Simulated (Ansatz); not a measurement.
**Phonon spectrum of Cd3Se2S**

Level of theory: DFT PBE, scalar-relativistic, plane waves, PAW (Ansatz). Plane waves to 420 eV; Γ-centred k mesh 6×6×2; fixed occupations. No spin polarisation. Phonons by linear response, acoustic sum rule imposed.

The cell, relaxed at this level:
```xyz
12
Lattice="4.3197 0.0000 0.0000 -2.1599 3.7410 0.0000 0.0000 0.0000 21.1477" Properties=species:S:1:pos:R:3 pbc="T T T"
Cd    2.1599    1.2470    3.5299
Cd    2.1599    1.2470   10.4813
Cd    2.1599    1.2470   17.7248
Cd    0.0000    2.4940   21.0552
Cd    0.0000    2.4940    7.1509
Cd    0.0000    2.4940   14.1038
Se    2.1599    1.2470    6.2136
Se    2.1599    1.2470   13.1704
Se    0.0000    2.4940    2.5965
Se    0.0000    2.4940   16.7875
S     2.1599    1.2470   20.2956
S     0.0000    2.4940    9.7218
```

It was reached by relaxing an invented guess, and it needn't be the stable form of this composition. The q mesh is coarse, so values between its points are rough. The run warned that its linear response isn't converged on this k mesh, so dielectric tensors, Born charges and infrared intensities are rough, and the frequencies may be too. Modes under 40 cm⁻¹ are poorly fixed.

Force constants from linear response on a 2×2×1 q mesh.

**Question.** Is the structure dynamically stable on this mesh?

**Answer.** Yes, on this mesh: no mode is imaginary.

**Question.** Give the frequencies (cm⁻¹; i marks imaginary ones) at the irreducible q points, in fractions of the reciprocal vectors, the Γ row without the LO field.

**Answer.**
```json
{"q": "0.000 0.000 0.000", "star": "1", "frequencies": "0 0 0 22 22 23 23 32 32 37 37 38 38 57 62 101 107 122 160 162 162 162 162 163 163 163 163 181 182 192 207 207 207 207 254 271"}
{"q": "0.000 -0.500 0.000", "star": "3", "frequencies": "35 38 40 40 41 43 45 52 52 52 54 59 111 122 123 125 126 128 165 166 167 168 169 169 172 172 176 177 180 180 225 225 244 244 253 253"}
```
